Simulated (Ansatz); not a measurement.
According to plane-wave PAW PBEsol (Ansatz code), RuW in the rock salt structure (Fm-3m) relaxes to a = 5.075 Å. Ru has 6 nearest neighbours from 2.54 Å (octahedral); W has 6 nearest neighbours from 2.54 Å (octahedral). Against the elements it lies at 1027 meV/atom, with no fitted shifts.

Electronic character: metallic (no gap). Gap from PBEsol with spin–orbit coupling: none (metallic).

The bulk modulus is 254 GPa. The relaxed-ion elastic constants in GPa are C11 = 384, C12 = 190, C44 = -28.9. The highest mode at Γ lies at 92 cm⁻¹.

The start of the workflow was typed in or built on a structure type; neither database checked (COD, Materials Project) lists it. Whether it is the stable phase at ambient conditions was not checked. Symmetry was held in the PBEsol relaxation. At this level the phase is mechanically unstable. No spin polarisation was allowed. Its formation energy is positive at this level, so the cell may be metastable or incomplete. As this level gives no gap, shear constants depend on the k-mesh and smearing (Fermi–Dirac, 0.1 eV here). As this level gives no gap, phonon frequencies hold no LO–TO term and depend on the k-mesh and smearing (Fermi–Dirac, 0.1 eV here). The references are the lowest solids computed at this level, not always the standard phases. Scalar-relativistic: spin–orbit coupling is off unless named, which matters more the heavier the elements.

Potentials: the earlier of the program's two PAW sets. The files were generated under PBE; for other functionals the program regenerates the frozen cores, and for LDA and PBEsol the local potential too.
